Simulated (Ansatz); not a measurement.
WC-type EuBi

The computed numbers are results of PBE+U (U_eff = 6 eV on Eu 4f), scalar-relativistic (collinear spin) in the plane-wave PAW code Ansatz at 420 eV, Γ-centred 8×8×8 mesh, 0.05 eV Gaussian smearing; PAW files: Ansatz's generated set soft_2.

```cif
data_structure
_symmetry_space_group_name_H-M 'P 1'
_symmetry_Int_Tables_number 1
_cell_length_a 4.2311
_cell_length_b 4.2311
_cell_length_c 4.7989
_cell_angle_alpha 90.000
_cell_angle_beta 90.000
_cell_angle_gamma 120.000
_cell_volume 74.40
loop_
_atom_site_label
_atom_site_type_symbol
_atom_site_fract_x
_atom_site_fract_y
_atom_site_fract_z
_atom_site_occupancy
Eu1 Eu 0.00000 0.00000 0.00000 1
Bi1 Bi 0.66667 0.33333 0.50000 1
```

This is a trial structure made by placing the elements on a prototype's sites, so it needn't be the stable form.

The geometry is fixed. Moments are started on Eu in several ways. q is the propagation vector of an order in a doubled cell, in units of this cell's reciprocal vectors; doubled cells take an equivalent mesh or are counted from a ferromagnetic run in the same cell, unless said otherwise. Energies count from the first row, the state in which the cell was relaxed.

The starts:
- ferromagnetic
- no spin polarisation
- antiparallel, q = (0, 0, 1/2)
- antiparallel, q = (0, 1/2, 0)

Which start ends lowest?

Lowest: antiparallel, q = (0, 0, 1/2).

```tsv
start	largest typed moment (μB)	ΔE (meV/atom)	gap on the mesh (eV)	P (GPa)	final spin moments (μB)
ferromagnetic	7.66*	0.0	metal	0.0	Eu 6.96
no spin polarisation	0.00	4903.3	metal	-1.6	none
antiparallel, q = (0, 0, 1/2)	6.00*	-5.3	metal	0.0	Eu 6.99, -6.99
antiparallel, q = (0, 1/2, 0)	6.00*	-1.9	metal	0.0	Eu 6.98, -6.98
```

A star marks runs that didn't start from the typed moments alone: they went on from the state of an earlier run.

The next distinct energy lies only 3.4 meV/atom above the lowest at one geometry; relaxing each state, or a finer mesh, could change the order.

The program marks the state without spin polarisation as possibly unstable.

The row without spin polarisation prices the pairing of the open shell's electrons, in one of several fillings that the shell can take under U, not a magnetic ordering energy.

Only orders that fit these small cells were tried, so the real crystal's order may be another.

These numbers lack spin–orbit coupling. Site moments are of spin, integrated over atomic spheres. A U of this size is made for insulators; in a metal, as here, it tends to take f weight out of the bonding and to swell the cell.
